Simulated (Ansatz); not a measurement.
MnTl₂GeTe₄:
```
CELL_PARAMETERS angstrom
     -4.25801     4.25801     3.47653
      4.25801    -4.25801     3.47653
      4.25801     4.25801    -3.47653
ATOMIC_POSITIONS crystal
  Mn 0.50000 0.50000 0.00000
  Tl 0.00000 0.50000 0.50000
  Tl 0.50000 0.00000 0.50000
  Ge 0.00000 0.00000 0.00000
  Te 0.93595 0.93595 0.33977
  Te 0.06405 0.40382 0.00000
  Te 0.59618 0.59618 0.66023
  Te 0.40382 0.06405 0.00000
```
The run is spin-polarised; directions of the spins, atom by atom: ↑ 0 0 0 0 0 0 0.

Relaxed with r²SCAN+D4.

Give the Bader charges and basin volumes of the independent atoms, r²SCAN+D4 (plane waves, PAW; program Ansatz).



```tsv
atom	Bader charge (e)	Bader volume (Å³)
Mn1	+0.96	16.5
Tl2	+0.49	29.2
Ge4	+0.44	19.4
Te5	-0.60	39.4
```

Space group I-42m. The workflow started from a Materials Project entry (that database holds measured and hypothetical structures alike); the Crystallography Open Database files this formula in space group No. 121, but the cells were not matched. Its standing as an ambient phase is unchecked. The r²SCAN+D4 relaxation kept the symmetry of its start; whether a distortion lowers the energy is not shown. Spin order of the final state: ferromagnetic, the only order run, not a proven ground state. The cell computed holds one magnetic atom, so no antiferromagnetic order was within reach. Other orbital occupations within this spin state were not tried. No Hubbard U is applied. Spin–orbit coupling is left out wherever it is not named.

Potentials: the later of the program's two PAW sets.
